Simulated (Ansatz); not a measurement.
MgZn2O3:
```xyz
6
Lattice="3.0088 0.0000 0.0000 -1.5044 2.6057 0.0000 0.0000 0.0000 7.3341" Properties=species:S:1:pos:R:3 pbc="T T T"
Mg     0.0000     0.0000     0.0000
Zn     0.0000     1.7371     4.9009
Zn     1.5044     0.8686     2.4332
O      0.0000     1.7371     1.1862
O      1.5044     0.8686     6.1479
O      0.0000     0.0000     3.6670
```

Cartesian axes are those of the cell as given.

Problem. Give the high-frequency dielectric tensor and the Born effective charge tensors of the independent atoms from DFPT, PBEsol in the plane-wave PAW code Ansatz.

Solution. 
ε∞:
```
4.57  0.00  0.00
0.00  4.57  0.00
0.00  0.00  4.44
```
Z* of atom 1 (Mg), rows: field, columns: displacement, in e:
```
2.02  0.00  0.00
0.00  2.02  0.00
0.00  0.00  2.54
```
Z* of atom 2 (Zn), rows: field, columns: displacement, in e:
```
2.39  0.00  0.00
0.00  2.39  0.00
0.00  0.00  2.07
```
Z* of atom 4 (O), rows: field, columns: displacement, in e:
```
-2.19   0.00   0.00
 0.00  -2.19   0.00
 0.00   0.00  -2.33
```
Z* of atom 6 (O), rows: field, columns: displacement, in e:
```
-2.43   0.00   0.00
 0.00  -2.43   0.00
 0.00   0.00  -2.01
```

Space group P-3m1. The first step of the workflow began from a Materials Project structure, measured or hypothetical; the Crystallography Open Database copy checked does not list it. With Mg and Zn taken as one species the cell has the higher symmetry Fm-3m, so it may be an ordered model of a mixed-site phase. Its standing as an ambient phase is unchecked. The cell was relaxed with PBEsol under the symmetry of its start; its stability against distortions is not shown here.

Potentials: the later of the program's two PAW sets.
